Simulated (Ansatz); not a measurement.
YHSe in space group P-6m2 (No. 187; Y on 1a, H on 1c, Se on 1f) at seven volumes, PBEsol (plane waves, PAW; program Ansatz), shape and atoms relaxed at each. One row is withheld.

| V (Å³/atom) | P (GPa) |
|---|---|
| 14.565 | 10.36 |
| 15.045 | ? |
| 15.525 | 2.93 |
| 16.005 | 0.00 |
| 16.486 | -2.51 |
| 16.966 | -4.67 |
| 17.446 | -6.51 |

Q: Fit the shown pressures and predict the withheld one.

A: P = (3/2)B₀(x^(7/2) − x^(5/2))[1 + (3/4)(B′ − 4)(x − 1)] with x = (V₀/V)^(2/3). Least squares on the six rows gives V₀ = 16.005 Å³/atom, B₀ = 90.3 GPa, B′ = 4.15. At V = 15.045, x = 1.0421 and P = 6.35 GPa. The run itself gave 6.36 GPa.

The workflow started from a Materials Project entry (that database holds measured and hypothetical structures alike); the Crystallography Open Database copy checked does not list it. Whether it is the stable phase at ambient conditions was not checked. The cell was relaxed with PBEsol under the symmetry of its start; whether a distortion lowers the energy is not shown. No spin polarisation was allowed.

Potentials: the later of the program's two PAW sets.
